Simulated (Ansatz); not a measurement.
## Zone-centre phonons of MnIr at 5 GPa: input and output

Theory: Ansatz 0.2.0, DFT PBEsol, scalar-relativistic, plane waves, PAW.

Launched with:
```bash
ansatz run input.yaml --threads 1 --pin off --max-ram 3072MiB --backend cpu --events-out ev --progress --plain --runs-dir out
```

Input (bare energies are in eV):
```yaml
crystal:
  lattice:
    - [2.6107601395, 0.0, 0.0]
    - [0.0, 2.6107601395, 0.0]
    - [0.0, 0.0, 3.5947696721]
  atoms:
    - { symbol: Mn, position: [0.5, 0.5, 0.5], spin: 1.23 }
    - { symbol: Ir, position: [0.0, 0.0, 0.0] }
basis:
  ecutwfc: 420
kpoints:
  mp_grid: { grid: [16, 16, 12] }
hamiltonian:
  xc: pbesol
scf:
  occupations: { method: gaussian, width: 0.2 }
output:
  eigenvalues: true
  populations: true
magnetization:
  spin_polarized: true
phonons:
  method: dfpt
  eigenvectors: true
```

The end of the output:
```
--- Phonons (Γ-DFPT): 4 representative perturbations + reference, on 567 of 3072 k-points (Σ response iterations 12) ---
  k mesh reduced under 8 symmetry operations, with k and −k counted as one. Each operation leaves every solved displacement unchanged or reverses it
  ASR residual: 4.085e-5 → 0.000e0 eV/Å²; symmetrization residual: 1.172e-5 eV/Å²
  ASR residual per site (eV/Å²): 4.08e-5 3.39e-5
  Γ frequencies (cm⁻¹): 0.00 0.00 0.00 180.19 180.19 210.83
  non-analytic LO–TO correction: not included (Born effective charges unavailable; polar crystals: no LO–TO splitting at Γ)
--- Löwdin populations: 2 sites ---
  site symbol q [e]    m [muB]
     0     Mn     14.8093     1.1574
     1     Ir     16.8039    -0.0972
  spilling = 0.012087 (of n_electrons = 32.000000)
```

The run took 5.7 min on 1 thread of Intel(R) Xeon(R) Platinum 8259CL CPU @ 2.50GHz (Skylake/Cascade Lake), on a shared host, peak memory 1.7 GiB.

In a metal, frequencies and elastic constants depend on the k mesh and the smearing, soft modes and shear constants most. Spin–orbit coupling is left out, which matters for heavy elements. Other phases may be more stable at this pressure.